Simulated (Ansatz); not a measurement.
Starting cell, Ti (hcp, Mg type):

```xyz
4
Lattice="5.8777 0.0000 0.0000 -1.4694 2.5451 0.0000 2.9389 0.0000 4.6500" Properties=species:S:1:pos:R:3 pbc="T T T"
Ti     5.8777     1.6967     3.4875
Ti     2.9389     1.6967     3.4875
Ti     1.4694     0.8484     1.1625
Ti     4.4083     0.8484     1.1625
```

The atoms are displaced by Q × the pattern below (from a DFPT mode at L = (0.5, 0.0, 0.5), largest move 1; Q in Å), at fixed cell. It is one choice among 2 degenerate patterns. (q is in reciprocal vectors of the primitive cell; the cell shown is doubled to hold the pattern.)

```
atom       x       y      z
----  ------  ------  -----
Ti1   -0.398   0.689  0.000
Ti2    0.398  -0.689  0.000
Ti3   -0.500   0.866  0.000
Ti4    0.500  -0.866  0.000
```

Method: PBE (plane waves to 420 eV, PAW, scalar-relativistic; Ansatz, a quantum-chemistry and plane-wave program). k mesh 18×18×18 (Γ-centred), Fermi-Dirac smearing 0.05 eV. E stands for the smeared free energy. With partly filled bands, energies and forces of such displacements shift with the k mesh and the smearing. The PAW data are Ansatz's earlier set. Ti is run without spin polarisation. Ti was relaxed with its symmetry unable to fall. The zero of ΔE is the undisplaced structure. The last digit holds for this mesh only.

| Q (Å) | ΔE (meV/cell) |
|---|---|
| -0.2800 | 644.6 |
| -0.2333 | 465.9 |
| -0.1867 | 306.2 |
| -0.1400 | withheld |
| -0.0933 | 78.7 |
| -0.0467 | 19.9 |
| 0.0000 | 0.0 |
| 0.0467 | 19.9 |
| 0.0933 | 78.7 |
| 0.1400 | withheld |
| 0.1867 | 306.2 |
| 0.2333 | 465.9 |
| 0.2800 | 644.6 |

Q: Fit an even polynomial form (powers 2, 4, 6) to the given rows and predict ΔE at Q = -0.1400.

A: Least squares on the 11 given rows: ΔE = (9095)·Q² + (-6977)·Q⁴ + (-53080)·Q⁶, in meV/cell with Q in Å; root-mean-square residual 0.08 meV/cell. At -0.1400 the fit gives 175.2 meV/cell; the calculation gives 175.1 meV/cell, so the interpolation is off by 0.1 (+0.1 %). The quadratic term alone would give 178.3 meV/cell.

(A displaced cell: forces are minus the slopes of the energy, force constants its curvatures, and phonons follow from these.)
